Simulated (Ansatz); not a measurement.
Geometry optimisation in Ansatz: input, command and trajectory.

```yaml
crystal:
  lattice:
    - [3.0684222178, 1.7715543935, 3.9649353976]
    - [-3.0684222178, 1.7715543935, 3.9649353976]
    - [0.0, -3.5431087869, 3.9649353976]
  atoms:
    - { symbol: B, position: [0.01528972, 0.01528972, 0.32487848] }
    - { symbol: B, position: [0.01528972, 0.32487848, 0.01528972] }
    - { symbol: B, position: [0.8218557, 0.27248649, 0.8218557] }
    - { symbol: B, position: [0.8218557, 0.8218557, 0.27248649] }
    - { symbol: B, position: [0.27248649, 0.8218557, 0.8218557] }
    - { symbol: B, position: [0.72751351, 0.1781443, 0.1781443] }
    - { symbol: B, position: [0.1781443, 0.72751351, 0.1781443] }
    - { symbol: B, position: [0.1781443, 0.1781443, 0.72751351] }
    - { symbol: B, position: [0.98471028, 0.67512152, 0.98471028] }
    - { symbol: B, position: [0.98471028, 0.98471028, 0.67512152] }
    - { symbol: B, position: [0.67512152, 0.98471028, 0.98471028] }
    - { symbol: B, position: [0.32487848, 0.01528972, 0.01528972] }
    - { symbol: As, position: [0.60055235, 0.60055235, 0.60055235] }
    - { symbol: As, position: [0.39944765, 0.39944765, 0.39944765] }
basis:
  ecutwfc: 500
kpoints:
  mp_grid: { grid: [6, 6, 6] }
hamiltonian:
  xc: r2scan
scf:
  occupations: { method: gaussian, width: 0.02 }
output:
  forces: true
  stress: true
  eigenvalues: true
  write_density: true
  write_potential: true
  elf: true
  volumetric_format: npy
relax:
  adjacent_minimum: "off"
  f_tol: 0.005
  max_steps: 80
  cell: { stress_tol: 0.05 }
```

```bash
ansatz run input.yaml --threads 4 --pin off --max-ram 10240MiB --backend cpu --events-out ev --progress --plain --runs-dir out
```

Theory: Ansatz, DFT r2SCAN, scalar-relativistic, plane waves, PAW.

Of 4 frames 3 are shown, positions in Å and forces in eV/Å; the SCF threshold varies from step to step. Steps run on the plane waves of an earlier cell, with a Pulay correction in the pressure. The basis is chosen afresh for the last frame, the zero of the energies, and at times for earlier ones too; energy and pressure can step there, also at an unchanged geometry. Where two frames share a geometry here, they differ by under 2 meV/atom and 0.3 GPa.

```xyz
14
Lattice="3.0684 1.7716 3.9649 -3.0684 1.7716 3.9649 0.0000 -3.5431 3.9649" Properties=species:S:1:pos:R:3:forces:R:3 pbc="T T T" step=1 free_energy_over_end_meV_per_atom=0.03 pressure_GPa=-0.30
B     0.0000   -1.0969    1.4094    0.0000   -0.0095   -0.0192
B    -0.9499    0.5485    1.4094   -0.0082    0.0048   -0.0192
B     1.6857   -0.9732    7.5976   -0.0182    0.0105   -0.0019
B     0.0000    1.9465    7.5976    0.0000   -0.0210   -0.0019
B    -1.6857   -0.9732    7.5976    0.0182    0.0105   -0.0019
B     1.6857    0.9732    4.2972   -0.0182   -0.0105    0.0019
B    -1.6857    0.9732    4.2972    0.0182   -0.0105    0.0019
B     0.0000   -1.9465    4.2972    0.0000    0.0210    0.0019
B     0.9499   -0.5485   10.4854    0.0082   -0.0048    0.0192
B     0.0000    1.0969   10.4854    0.0000    0.0095    0.0192
B    -0.9499   -0.5485   10.4854   -0.0082   -0.0048    0.0192
B     0.9499    0.5485    1.4094    0.0082    0.0048   -0.0192
As    0.0000    0.0000    7.1435    0.0000    0.0000   -0.0371
As    0.0000    0.0000    4.7514    0.0000    0.0000    0.0371
14
Lattice="3.0663 1.7704 3.9669 -3.0663 1.7704 3.9669 0.0000 -3.5407 3.9669" Properties=species:S:1:pos:R:3:forces:R:3 pbc="T T T" step=2 free_energy_over_end_meV_per_atom=0.00 pressure_GPa=-0.10
B     0.0000   -1.0969    1.4090    0.0000   -0.0028   -0.0101
B    -0.9500    0.5485    1.4090   -0.0024    0.0014   -0.0101
B     1.6837   -0.9721    7.6014   -0.0070    0.0041   -0.0008
B     0.0000    1.9442    7.6014    0.0000   -0.0081   -0.0008
B    -1.6837   -0.9721    7.6014    0.0070    0.0041   -0.0008
B     1.6837    0.9721    4.2992   -0.0070   -0.0041    0.0008
B    -1.6837    0.9721    4.2992    0.0070   -0.0041    0.0008
B     0.0000   -1.9442    4.2992    0.0000    0.0081    0.0008
B     0.9500   -0.5485   10.4917    0.0024   -0.0014    0.0101
B     0.0000    1.0969   10.4917    0.0000    0.0028    0.0101
B    -0.9500   -0.5485   10.4917   -0.0024   -0.0014    0.0101
B     0.9500    0.5485    1.4090    0.0024    0.0014   -0.0101
As    0.0000    0.0000    7.1443    0.0000    0.0000    0.0110
As    0.0000    0.0000    4.7564    0.0000    0.0000   -0.0110
14
Lattice="3.0661 1.7702 3.9652 -3.0661 1.7702 3.9652 0.0000 -3.5405 3.9652" Properties=species:S:1:pos:R:3:forces:R:3 pbc="T T T" step=4 free_energy_over_end_meV_per_atom=0.00 pressure_GPa=0.00
B     0.0000   -1.0970    1.4082    0.0000   -0.0016   -0.0035
B    -0.9500    0.5485    1.4082   -0.0014    0.0008   -0.0035
B     1.6833   -0.9718    7.5982    0.0025   -0.0014    0.0007
B     0.0000    1.9437    7.5982    0.0000    0.0029    0.0007
B    -1.6833   -0.9718    7.5982   -0.0025   -0.0014    0.0007
B     1.6833    0.9718    4.2974    0.0025    0.0014   -0.0007
B    -1.6833    0.9718    4.2974   -0.0025    0.0014   -0.0007
B     0.0000   -1.9437    4.2974    0.0000   -0.0029   -0.0007
B     0.9500   -0.5485   10.4874    0.0014   -0.0008    0.0035
B     0.0000    1.0970   10.4874    0.0000    0.0016    0.0035
B    -0.9500   -0.5485   10.4874   -0.0014   -0.0008    0.0035
B     0.9500    0.5485    1.4082    0.0014    0.0008   -0.0035
As    0.0000    0.0000    7.1416    0.0000    0.0000    0.0050
As    0.0000    0.0000    4.7540    0.0000    0.0000   -0.0050
```

The run took 23 s on 4 threads of Oxide Virtual Turin-like Processor (Zen 5), with other jobs on the host, peak memory 0.91 GiB.